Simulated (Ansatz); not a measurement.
# Phonon spectrum of CdHgS2

All numbers below come from DFT PBE, scalar-relativistic, plane waves, PAW (Ansatz 0.2.0). Cutoff 420 eV, 8×8×6 k-points (Γ-centred), Gaussian smearing of 0.01 eV. No spin polarisation. Phonons by linear response, acoustic sum rule imposed.

The cell, relaxed at this level:
```
CELL_PARAMETERS angstrom
4.21889 0.00000 0.00000
0.00000 4.21889 0.00000
0.00000 0.00000 5.94262
ATOMIC_POSITIONS crystal
Cd 0.00000 0.00000 0.00000
Hg 0.50000 0.50000 0.50000
S 0.50000 0.00000 0.24631
S 0.00000 0.50000 0.75369
```

The cell was found from a structure generator's guess, not taken from experiment. Spin–orbit coupling is left out, which matters for heavy elements. The q mesh is coarse, so values between its points are rough.

Force constants from linear response on a 2×2×1 q mesh.

(1) Is the structure dynamically stable on this mesh?

(2) Give the frequencies (cm⁻¹; i marks imaginary ones) at the irreducible q points, in fractions of the reciprocal vectors, the Γ row without the LO field.

Answers

(1) Yes, on this mesh: no mode is imaginary. Between the mesh points the interpolation dips to 40i cm⁻¹.

(2)
```tsv
q	star	frequencies
0.000 0.000 0.000	1	0 0 0 35 35 113 184 184 189 251 251 262
0.000 -0.500 0.000	2	26 42 44 52 95 109 204 235 242 243 260 274
-0.500 -0.500 0.000	1	23 37 37 53 120 120 238 247 247 255 258 267
```
